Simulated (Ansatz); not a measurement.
Starting cell, HfO$_{2}$ (fluorite):

```
HfO2
1.0
    0.00000     5.09760     5.09760
    2.54880     2.54880     5.09760
    2.54880     2.54880     0.00000
Hf O
2 4
Direct
  0.00000   0.00000   0.00000
  0.50000   0.00000   0.00000
  0.00000   0.25000   0.25000
  0.50000   0.25000   0.25000
  0.00000   0.75000   0.75000
  0.50000   0.75000   0.75000
```

A phonon eigenvector at X = (0.5, 0.5, 0.0) is frozen into this cell: atom i moves by Q times the vector below, so Q is the largest atomic displacement, in Å. The cell is held. (q is in reciprocal vectors of the primitive cell; the cell shown is doubled to hold the pattern.)

```tsv
atom	x	y	z
O3	0.000	0.000	1.000
O4	0.000	0.000	-1.000
O5	0.000	0.000	1.000
O6	0.000	0.000	-1.000
```

Atoms not listed stay in place.

The numbers are results of PBE (plane waves to 420 eV, PAW, scalar-relativistic; Ansatz, a program for electronic structure), not measurements. k mesh 11×11×11 (Γ-centred), Fermi-Dirac smearing 0.05 eV. E stands for the smeared free energy. HfO2 is run without spin polarisation. HfO2 was relaxed with its symmetry unable to fall. Spin-orbit coupling is left out, though Hf is heavy. This is a high-temperature form of HfO2. ΔE is measured from the undisplaced structure.

```csv
Q (Å),ΔE (meV/cell)
-0.4400,370
-0.3667,38
-0.2933,-124
-0.2200,withheld
-0.1467,-101
-0.0733,-31
0.0000,0
0.0733,-31
0.1467,-101
0.2200,withheld
0.2933,-124
0.3667,38
0.4400,370
```

Problem. Fit an even polynomial form (powers 2, 4, 6) to the given rows and predict ΔE at Q = -0.2200.

Solution. Least squares on the 11 given rows: ΔE = (-5711)·Q² + (56910)·Q⁴ + (-90660)·Q⁶, in meV/cell with Q in Å; root-mean-square residual 2.6 meV/cell. At -0.2200 the fit gives -153 meV/cell; the calculation gives -153 meV/cell, the same to the digits shown. The quadratic term alone would give -276 meV/cell: it is negative, as the undisplaced cell is unstable along this move.

(A displaced cell: forces are minus the slopes of the energy, force constants its curvatures, and phonons follow from these.)
